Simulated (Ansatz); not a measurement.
Si$_{3}$Mo$_{5}$:
Space group I4/mcm (No. 140); a = 9.6053 Å, b = 9.6053 Å, c = 4.8700 Å, α = 90.00°, β = 90.00°, γ = 90.00°

| atom | site | symmetry | x | y | z |
|---|---|---|---|---|---|
| Si | 4a | 422 | 0.0000 | 0.0000 | 0.2500 |
| Mo | 4b | -42m | 0.0000 | 0.5000 | 0.2500 |
| Si | 8h | m.2m | 0.3325 | 0.1675 | 0.0000 |
| Mo | 16k | m.. | 0.0766 | 0.2244 | 0.0000 |
(The calculation used a cell of 16 atoms; values per cell refer to that cell.)

Relaxed at zero pressure with plane-wave PAW PBEsol (Ansatz code).

Question: The volume is raised by 9 % and shape and atoms relax at that volume. What pressure results, and how do the axes share the change?

Answer: -18.3 GPa; a 2.7 %, b 2.7 %, c 3.4 %; the energy rises by 78 meV/atom.

Question: Give the new structure.

Answer: 
Space group I4/mcm (No. 140); a = b = 9.8613 Å, c = 5.0362 Å, α = β = γ = 90.00°

```json
[
 {"atom": "Si", "site": "4a", "symmetry": "422", "x": "0.0000", "y": "0.0000", "z": "0.2500"},
 {"atom": "Mo", "site": "4b", "symmetry": "-42m", "x": "0.0000", "y": "0.5000", "z": "0.2500"},
 {"atom": "Si", "site": "8h", "symmetry": "m.2m", "x": "0.3332", "y": "0.1668", "z": "0.0000"},
 {"atom": "Mo", "site": "16k", "symmetry": "m..", "x": "0.0766", "y": "0.2251", "z": "0.0000"}
]
```

The phase is kept; no other phase was compared at this pressure.

The workflow started from an entry of the Crystallography Open Database (COD). Whether it is the stable phase at ambient conditions was not checked. The cell was relaxed with PBEsol under the symmetry of its start; its stability against distortions is not shown here. No spin polarisation was allowed.

Potentials: the later of the program's two PAW sets.
